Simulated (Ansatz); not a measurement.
**Data sheet: ReS₂ (DFT)**

ReS2:
```
CELL_PARAMETERS angstrom
      1.65702     0.95668     6.98319
     -1.65702     0.95668     6.98319
      0.00000    -1.91337     6.98319
ATOMIC_POSITIONS crystal
  Re 0.99999 0.99999 0.99999
  S  0.73548 0.73548 0.73548
  S  0.59783 0.59783 0.59783
```

Space group R3m (No. 160); conventional cell a = b = 3.3140 Å, c = 20.9496 Å, α = β = 90.00°, γ = 120.00°.

Method: PBE in the plane-wave PAW code Ansatz. Structure relaxed to zero pressure with the same functional. Other levels are named where they apply.

### Cell and energy

| Item | Result |
|---|---|
| Volume per atom | 22.14 Å³ |
| Density | 6.26 g/cm³ |
| Formation energy from the elements (no fitted shifts) | -0.27 eV/atom |

### Electronic structure

| Property | Result |
|---|---|
| Electronic character | metallic (no gap) |
| Density of states at the Fermi level | 0.89 states/eV per atom (mean over ±0.08 eV) |

A made-up cell: these elements were put on the sites of a structure type; neither database checked (COD, Materials Project) lists it. Whether it is the stable phase at ambient conditions was not checked. The cell was relaxed with PBE under the symmetry of its start; whether a distortion lowers the energy is not shown. The run is not spin-polarised. A crystal of weakly bound layers computed without a dispersion correction: the cell and the soft elastic constants depend strongly on that. With an odd number of electrons in the cell and no spin polarisation, the count alone makes it a metal. The references are the lowest solids computed at this level, not always the standard phases. Scalar-relativistic: spin–orbit coupling is off unless named, which matters more the heavier the elements.

Potentials: the later of the program's two PAW sets.
